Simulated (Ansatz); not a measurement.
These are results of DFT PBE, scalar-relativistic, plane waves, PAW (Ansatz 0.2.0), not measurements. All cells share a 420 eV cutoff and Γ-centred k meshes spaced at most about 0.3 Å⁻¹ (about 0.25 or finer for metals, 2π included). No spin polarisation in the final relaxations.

All energies are static (0 K, no zero-point motion). All come from trial cells, and lower structures may exist.

Question: Which of these relaxed structures of Bi3S is the lowest in energy?
A.

Space group P-6m2 (No. 187). a = 3.625 Å, b = 3.625 Å, c = 9.910 Å, α = 90.00°, β = 90.00°, γ = 120.00°
```tsv
atom	site	symmetry	x	y	z
Bi	1e	-6m2	0.6667	0.3333	0.0000
Bi	2g	3m.	0.0000	0.0000	0.7099
S	1f	-6m2	0.6667	0.3333	0.5000
```

B.

Space group Fm-3m (No. 225). a = 7.604 Å, b = 7.604 Å, c = 7.604 Å, α = 90.00°, β = 90.00°, γ = 90.00°
```tsv
atom	site	symmetry	x	y	z
Bi	8c	-43m	0.2500	0.7500	0.7500
Bi	4b	m-3m	0.5000	0.0000	0.0000
S	4a	m-3m	0.0000	0.0000	0.0000
```

C.

Space group Pm-3m (No. 221). a = 4.817 Å, b = 4.817 Å, c = 4.817 Å, α = 90.00°, β = 90.00°, γ = 90.00°
| atom | site | symmetry | x | y | z |
| --- | --- | --- | --- | --- | --- |
| Bi | 3c | 4/mm.m | 0.5000 | 0.0000 | 0.5000 |
| S | 1a | m-3m | 0.0000 | 0.0000 | 0.0000 |

D.

Space group P4/mmm (No. 123). a = 3.713 Å, b = 3.713 Å, c = 7.967 Å, α = 90.00°, β = 90.00°, γ = 90.00°
| atom | site | symmetry | x | y | z |
| --- | --- | --- | --- | --- | --- |
| Bi | 2g | 4mm | 0.0000 | 0.0000 | 0.7163 |
| Bi | 1c | 4/mmm | 0.5000 | 0.5000 | 0.0000 |
| S | 1d | 4/mmm | 0.5000 | 0.5000 | 0.5000 |

Answer: A. It has space group P-6m2 (No. 187); the next, D, with space group P4/mmm (No. 123), lies 49 meV/atom higher. Counting Bi atoms around S (those within 1.25 times the shortest such distance or 1.15 times the sum of covalent radii, 1.27 where that leaves under three; the shortest distance is added where it exceeds 1.18 times the sum of covalent radii), the lowest has S 6 and the next has S 8 from 3.1 Å. Even the lowest lies +0.06 eV/atom against the elements.

These runs have no spin–orbit coupling, which can matter for Bi. In P-6m2, P4/mmm, Fm-3m, Pm-3m an odd number of electrons in the primitive cell allows no gap without spin; a larger cell or a magnetic state could open one. A magnetic state wasn't ruled out in cells without spin, among them P4/mmm, Fm-3m, Pm-3m. Cells relaxed within their symmetry can be saddle points. Some candidate types were left out of the draw beforehand, so a known form may be missing.
